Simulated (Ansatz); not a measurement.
Input:

Al₂Pt:
```cif
data_Al8Pt4
_chemical_formula_sum 'Pt4 Al8'
_space_group_name_H-M_alt 'Fm-3m'
_space_group_IT_number 225
_space_group_name_Hall '-F 4 2 3'
_cell_length_a 5.90416
_cell_length_b 5.90416
_cell_length_c 5.90416
_cell_angle_alpha 90.000
_cell_angle_beta 90.000
_cell_angle_gamma 90.000
loop_
_atom_site_label
_atom_site_type_symbol
_atom_site_symmetry_multiplicity
_atom_site_Wyckoff_symbol
_atom_site_fract_x
_atom_site_fract_y
_atom_site_fract_z
_atom_site_occupancy
Pt1 Pt 4 a 0.00000 0.00000 0.00000 1
Al1 Al 8 c 0.25000 0.25000 0.25000 1
```
(The calculation used a cell of 3 atoms; values per cell refer to that cell.)

This is the r²SCAN-relaxed structure.

Task: All from DFT-r²SCAN in the program Ansatz with PAW potentials, unless another level is named. Predict the density of states at the Fermi level.

Result: 0.38 states/eV per atom (mean over ±0.08 eV).

Task: What about the formation energy from the elements (no fitted shifts)?

Result: -0.97 eV/atom.

Task: And the gap with spin–orbit coupling?

Result: none (metallic).

The cell was relaxed with r²SCAN under the symmetry of its start; of distortions, only those at the zone centre were tested. No spin polarisation was allowed. The references are the lowest solids computed at this level, not always the standard phases. Scalar-relativistic: spin–orbit coupling is off unless named, which matters more the heavier the elements.

Potentials: the later of the program's two PAW sets.
